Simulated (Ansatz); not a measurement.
The relaxed structure here is a generated cell of SrSnSe3: the first start was made by placing the elements on the sites of a structure type, and the end was not matched to a known phase here, so it may be hypothetical.

A structure of SrSnSe3 relaxed with r2SCAN (plane waves to 500 eV, PAW, scalar-relativistic; Ansatz, a quantum-chemistry and plane-wave program); single points at other levels follow on the same geometry (Ansatz, PAW; HSE06 at 420 eV on a 3×2×3 k-mesh; no spin-orbit coupling). Space group Pnma (No. 62).

```cif
data_Se12Sn4Sr4
_chemical_formula_sum 'Sr4 Sn4 Se12'
_space_group_name_H-M_alt 'Pnma'
_space_group_IT_number 62
_space_group_name_Hall '-P 2ac 2n'
_cell_length_a 7.54988
_cell_length_b 10.23368
_cell_length_c 7.13360
_cell_angle_alpha 90.000
_cell_angle_beta 90.000
_cell_angle_gamma 90.000
loop_
_atom_site_label
_atom_site_type_symbol
_atom_site_symmetry_multiplicity
_atom_site_Wyckoff_symbol
_atom_site_fract_x
_atom_site_fract_y
_atom_site_fract_z
_atom_site_occupancy
Sr1 Sr 4 c 0.10001 0.75000 0.46598 1
Sn1 Sn 4 a 0.00000 0.00000 0.00000 1
Se1 Se 4 c 0.01876 0.25000 0.11946 1
Se2 Se 8 d 0.18685 0.05393 0.68498 1
```

| level | gap (eV) | kind | conduction minimum |
|---|---|---|---|
| r2SCAN | 0.66 | direct | Γ |
| HSE06 | 0.96 | – | Γ |

For this cell size the semilocal gaps come from the SCF mesh and high-symmetry points. No spin polarisation in the result.

The run could not lose the symmetry of its start, so the end can be a saddle point.
